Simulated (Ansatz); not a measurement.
VN2: a faulty run and its cure

Someone meant to compute VN2 with PBE, plane waves and PAW in Ansatz and wrote this input.

```yaml
crystal:
  lattice:
    - [-2.15075, 2.15075, 2.49135]
    - [2.15075, -2.15075, 2.49135]
    - [2.15075, 2.15075, -2.49135]
  atoms:
    - { symbol: V, position: [0.25, 0.25, 0.0] }
    - { symbol: V, position: [0.75, 0.75, 0.0] }
    - { symbol: "N", position: [0.1151, 0.6151, 0.7302] }
    - { symbol: "N", position: [0.6151, 0.8849, 0.5] }
    - { symbol: "N", position: [0.8849, 0.3849, 0.2698] }
    - { symbol: "N", position: [0.3849, 0.1151, 0.5] }
basis:
  ecutwfc: 420
kpoints:
  mp_grid: { grid: [12, 12, 12] }
hamiltonian:
  xc: pbe
  hubbard: { sites: [{ species: Fe, l: d, u_eff: 4.0 }] }
scf:
  occupations: { method: gaussian, width: 0.1 }
output:
  forces: true
  stress: true
  eigenvalues: true
```

Command:

```bash
ansatz run input.yaml --threads 1 --pin off --max-ram 2560MiB --backend cpu --events-out ev --progress --plain --runs-dir out
```

Output, shortened:

```text
Error: inconsistent input (hamiltonian.hubbard.sites[].species, crystal.atoms): hamiltonian.hubbard: Fe is not a species of this cell
```

Question: What is wrong, and how is it cured?

Answer: The fault is a Hubbard U on a species that isn't in the cell. The entry names no atom of the cell. The cure is the entry removed.

Fix:

```diff
 hamiltonian:
-  hubbard: { sites: [{ species: Fe, l: d, u_eff: 4.0 }] }
```

With the mended input the run converges and gives no gap, a pressure of -0.93 GPa.

The mended run took 17 s on 1 thread of Intel(R) Xeon(R) Platinum 8259CL CPU @ 2.50GHz (Skylake/Cascade Lake), with other jobs on the host, peak memory 0.48 GiB.